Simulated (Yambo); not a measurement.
Yambo run on Si (space group P6_3/mmc, No. 194). The wavefunctions come from this Quantum ESPRESSO step (LDA, PseudoDojo standard norm-conserving files, scalar-relativistic):

```
&CONTROL
  calculation = 'nscf'
  pseudo_dir = './pseudo'
  outdir = './out'
/
&SYSTEM
  ibrav = 0
  nat = 4
  ntyp = 1
  ecutwfc = 32.0
  ecutrho = 128.0
  occupations = 'fixed'
  force_symmorphic = .true.
  nbnd = 177
/
&ELECTRONS
  conv_thr = 4e-09
  diago_full_acc = .true.
  diago_thr_init = 1e-08
/
ATOMIC_SPECIES
Si 28.0850 Si.upf
CELL_PARAMETERS angstrom
  3.799345825966   0.000000000000   0.000000000000
 -1.899672912983   3.290330003049   0.000000000000
  0.000000000000   0.000000000000   6.273776969000
ATOMIC_POSITIONS crystal
Si   0.333333333000   0.666666667000   0.062862097200
Si   0.666666666333   0.333333333667   0.937137902800
Si   0.666666666333   0.333333333667   0.562862097200
Si   0.333333333000   0.666666667000   0.437137902800
K_POINTS automatic
6 6 2 0 0 0
```

Yambo input:

```
rim_cut
gw0
dyson
el_el_corr
HF_and_locXC
ppa
em1d
RandQpts= 1000000
RandGvec= 1 Ry
EXXRLvcs= 32 Ry
VXCRLvcs= 128 Ry
Chimod= "HARTREE"
% BndsRnXp
 1 | 176 |
%
NGsBlkXp= 10 Ry
% LongDrXp
 1.0 | 1.0 | 1.0 |
%
PPAPntXp= 27.2114 eV
% GbndRnge
 1 | 176 |
%
GTermKind= "BG"
DysSolver= "n"
ExtendOut
% QPkrange
 1 | 1 | 8 | 9 |
 2 | 2 | 8 | 9 |
 7 | 7 | 8 | 9 |
 13 | 13 | 8 | 9 |
 14 | 14 | 8 | 9 |
%
```

k points by index: 1 = Γ, 2 = A, 7 = M, 13 = K, 14 = H.

Table of the .qp output:

```
#    K-point    Band    Eo [eV]    E [eV]    E-Eo [eV]    Vxc [eV]    Vnlxc [eV]    Sc|Eo [eV]    Sc|E [eV]    dSc/dw|Eo [eV]    Re(Z)    Im(Z)
#
    1    8    0.000000    -0.692523    -0.692523    -11.41745    -12.83627    0.519200    0.726304    -8.136826    0.769806    -0.001637
    1    9    0.985210    0.990556    0.005345    -10.18323    -6.215895    -3.960421    -3.961987    -7.786474    0.777512    -0.001620
    2    8    -0.949846    -1.637773    -0.687927    -11.13347    -12.83878    0.808353    1.017380    -8.267086    0.766979    -0.001679
    2    9    1.776314    1.782191    0.005876    -10.21309    -6.049190    -4.156266    -4.158024    -7.915347    0.774658    -0.002006
    7    8    -1.465769    -2.172929    -0.707160    -11.05804    -13.09560    1.111391    1.330407    -8.426457    0.763549    -0.001658
    7    9    0.272559    0.295202    0.022644    -9.239255    -5.472480    -3.737904    -3.744131    -7.441797    0.785246    -0.001612
    13    8    -3.428451    -4.103108    -0.674657    -10.31859    -13.09002    1.874739    2.096765    -8.953392    0.752424    -0.001640
    13    9    0.658332    0.674062    0.015730    -8.731004    -4.902314    -3.808688    -3.812960    -7.327632    0.787841    -0.001622
    14    8    -2.023801    -2.724733    -0.700932    -10.93951    -13.12395    1.263493    1.483509    -8.539988    0.761124    -0.001760
    14    9    1.511026    1.534917    0.023891    -9.807500    -5.676132    -4.100635    -4.107477    -7.746635    0.778398    -0.001690
```
(The two width columns are left out.) Convergence of these settings isn't established.

Geometry relaxed with LDA.

This is not the ordinary phase of the substance; no match was found in the copy of COD used, and its stability was not checked.
